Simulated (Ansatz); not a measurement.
A geometry of Mo away from equilibrium: step 3 of the relaxation of a generated cell, Mo built in the dhcp structure type. Calculation: PBEsol (plane waves to 420 eV, PAW, scalar-relativistic; Ansatz, a quantum-chemistry and plane-wave program). Γ-centred k-mesh 13×13×4 on the run's cell (coarser than for final values), Fermi–Dirac smearing 0.05 eV.

```xyz
4
Lattice="2.7744 0.0000 0.0000 -1.3872 2.4027 0.0000 0.0000 0.0000 9.2296" Properties=species:S:1:pos:R:3:forces:R:3 pbc="T T T" free_energy=-19588.251 pressure_GPa=2.4
Mo     0.0000     0.0000     0.0000    0.0000    0.0000    0.0000
Mo     0.0000     0.0000     4.6148    0.0000    0.0000    0.0000
Mo     0.0000     1.6018     2.3074    0.0000    0.0000    0.0000
Mo     1.3872     0.8009     6.9222    0.0000    0.0000    0.0000
```

Positions in Å, forces in eV/Å, free energy of the cell in eV (comparable only within this code, potentials and settings). Largest force: all forces are below 0.005 eV/Å; the geometry lies 0.01 eV/atom above the end of its relaxation.

No spin polarisation in the result.

The run could not lower the symmetry of its start; a shaken copy of this end point relaxes with PBEsol to Im-3m (No. 229), 0.43 eV/atom lower.

The end of the path is a generated cell of Mo: the first start was made by placing the elements on the sites of a structure type, and the end was not matched to a known phase here, so it may be hypothetical. Known forms of Mo include space group No. 229.
